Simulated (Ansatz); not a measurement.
MnHg (Pm-3m); spiral at 0.333 of the way from Γ to X.

```
CELL_PARAMETERS angstrom
3.31500 0.00000 0.00000
0.00000 3.31500 0.00000
0.00000 0.00000 3.31500
ATOMIC_POSITIONS crystal
Mn 0.50000 0.50000 0.50000
Hg 0.00000 0.00000 0.00000
```

Geometry: a structure as deposited in COD; nothing is relaxed.

Functional, mesh and filling: LDA, 12×12×12 k mesh, Fermi–Dirac smearing of 0.1 eV, spiral q = (0.0000, 0.1667, 0.0000). PAW means Ansatz 0.2.0 on its default frozen-core files. Site moments are integrated in spheres about the atoms. Start moments (μB): Mn1 3.7.

Iteration by iteration:

```csv
iteration,Harris–Foulkes energy less the last (meV),density residual (eV),∫|m| (μB)
1,-952.697,6.8e+00,3.4821
2,-294.146,8.6e-01,3.7303
3,-61.739,2.9e-01,3.8290
4,34.388,1.9e-02,3.9076
5,26.186,3.2e-03,3.9468
6,17.292,5.4e-04,3.9586
7,8.763,2.4e-04,3.9648
8,0.024,9.3e-05,3.9858
9,-0.041,2.3e-04,3.9869
10,-0.001,4.4e-06,3.9894
11,0.000,9.0e-07,3.9894
12,0.000,6.0e-08,3.9892
```

Site moments (μB): Mn1 3.74, Hg2 -0.01. Cell moment 3.77 μB in the turning frame.

The PAW files were made with PBE; the program remakes their cores once for the run's functional and then keeps them frozen. The Ansatz runs typed with the search for lower states off end where their start leads. Spin–orbit coupling is left out although heavy atoms are present. The magnetic state is the one that this cell and start allow. It needn't be the compound's measured order, which may need a larger cell or be absent.
